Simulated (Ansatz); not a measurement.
This run works on a proposed trial structure, not on a known crystal.

Input and command of a plane-wave DFT calculation in Ansatz:

```yaml
crystal:
  lattice:
    - [3.8073131835, 0.0, 0.0]
    - [0.0, 3.8073131835, 0.0]
    - [0.0, 0.0, 15.4995161856]
  atoms:
    - { symbol: La, position: [0.5, 0.5, 0.8458293521] }
    - { symbol: La, position: [0.5, 0.5, 0.1541706479] }
    - { symbol: La, position: [0.0, 0.0, 0.0] }
    - { symbol: La, position: [0.0, 0.0, 0.6624186309] }
    - { symbol: La, position: [0.0, 0.0, 0.3375813691] }
    - { symbol: La, position: [0.5, 0.5, 0.5] }
    - { symbol: "N", position: [0.5, 0.5, 0.0] }
basis:
  ecutwfc: 500
kpoints:
  mp_grid: { grid: [8, 8, 2] }
hamiltonian:
  xc: r2scan
scf:
  occupations: { method: gaussian, width: 0.1 }
output:
  forces: true
  stress: true
  eigenvalues: true
```

```bash
ansatz run input.yaml --threads 1 --pin off --max-ram 2560MiB --backend cpu --events-out ev --progress --plain --runs-dir out
```

Processor: Intel(R) Xeon(R) Processor @ 2.50GHz (Skylake/Cascade Lake), 1 thread, on a host shared with other jobs.

Problem. How long does it run, and how much memory does it take?

Solution. About 77 s, peak memory 1.1 GiB. It solves 43 bands at 30 k points (after reduction by symmetry) with about 5665 plane waves, in 9 SCF iterations.
